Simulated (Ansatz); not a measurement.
BN (rock salt, Fm-3m) under volume change, DFT-PBEsol in the program Ansatz with PAW potentials, scaled uniformly.

| V (Å³/atom) | E − E(relaxed) (meV/atom) | P (GPa) |
|---|---|---|
| 4.805 | 62.0 | 45.07 |
| 4.963 | 26.2 | 27.81 |
| 5.122 | 6.3 | 12.91 |
| 5.280 | 0.0 | 0.03 |
| 5.438 | 5.7 | -11.12 |
| 5.597 | 21.5 | -20.74 |
| 5.755 | 46.2 | -29.07 |

Question: What does a third-order Birch–Murnaghan fit give for V₀, B₀ and B′?

Answer: V₀ = 5.28 Å³/atom, B₀ = 398 GPa, B′ = 3.8.

The start of the workflow was typed in or built on a structure type; neither database checked (COD, Materials Project) lists it. It is not the phase usual at ambient conditions (space group No. 186, 194, 216). Symmetry was held in the PBEsol relaxation. At this level the phase is dynamically unstable (imaginary phonons). Its formation energy is positive at this level, so the cell may be metastable or incomplete.

Potentials: the later of the program's two PAW sets.
